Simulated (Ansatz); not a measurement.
FeBiO₃ in space group P4mm (No. 99; Bi on 1b, Fe on 1a, O on 2c, O on 1a), the program Ansatz at the PBEsol level (PAW). The conduction-band minimum lies at M, with 1 equivalent valley. Second derivatives d²E/dk² of the lowest band at one valley (eV·Å²), along Cartesian directions:

```json
[
 {"direction": "[100]", "d²E/dk²": "4.364"},
 {"direction": "[010]", "d²E/dk²": "4.364"},
 {"direction": "[001]", "d²E/dk²": "6.048"},
 {"direction": "[110]", "d²E/dk²": "4.367"},
 {"direction": "[101]", "d²E/dk²": "5.207"},
 {"direction": "[011]", "d²E/dk²": "5.207"}
]
```

Task: Find the principal effective masses, the density-of-states mass and the conductivity mass.

Result: Off-diagonal terms follow from H_xy = H[110] − (H_xx + H_yy)/2, and m*/mₑ = 7.620 eV·Å² over each eigenvalue: 1.3, 1.7, 1.7. One valley's DOS mass (m₁m₂m₃)^(1/3) = 1.6, conductivity mass 3/(Σ 1/mᵢ) = 1.5 mₑ.

Task: What effective density of states Nc follows at 300 K for parabolic valleys?

Result: Nc = 2.509e19 × 1 × (1.6)^(3/2) ≈ 5.1e19 cm⁻³.

The start of the workflow was typed in or built on a structure type; the Crystallography Open Database copy checked does not list it. It is not the phase usual at ambient conditions (space group No. 161). Symmetry was held in the PBEsol relaxation, as lowered by the spin order; whether a distortion lowers the energy is not shown. Spin order of the final state: antiferromagnetic, chosen from 5 collinear starts compared on coarse meshes (ties went to the first, and starts can fall back to one state), not a proven ground state. No Hubbard U is applied. Point labels and valley counts follow the cell and symmetry of the run, lower than the named group. Scalar-relativistic: spin–orbit coupling is off unless named, which matters more the heavier the elements.

Potentials: the earlier of the program's two PAW sets. The files were generated under PBE; for other functionals the program regenerates the frozen cores, and for LDA and PBEsol the local potential too.

Edges and masses are those of Kohn–Sham bands, whose gap is no quasiparticle gap.
